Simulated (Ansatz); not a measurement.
Input:

Ir:
Space group Fm-3m (No. 225); a = b = c = 3.8301 Å, α = β = γ = 90.00°

```
atom  site  symmetry       x       y       z
----  ----  --------  ------  ------  ------
Ir      4a      m-3m  0.0000  0.0000  0.0000
```
(The calculation used a cell of 1 atom; values per cell refer to that cell.)

This is the PBEsol-relaxed structure.

### Question
All from PBEsol (plane waves, PAW; program Ansatz), unless another level is named. Estimate the density of states at the Fermi level.

### Answer
0.88 states/eV per atom (mean over ±0.08 eV).

### Question
Predict the gap with spin–orbit coupling.

### Answer
none (metallic).

The cell was relaxed with PBEsol under the symmetry of its start. No spin polarisation was allowed. Scalar-relativistic: spin–orbit coupling is off unless named, which matters more the heavier the elements.

Potentials: the earlier of the program's two PAW sets.
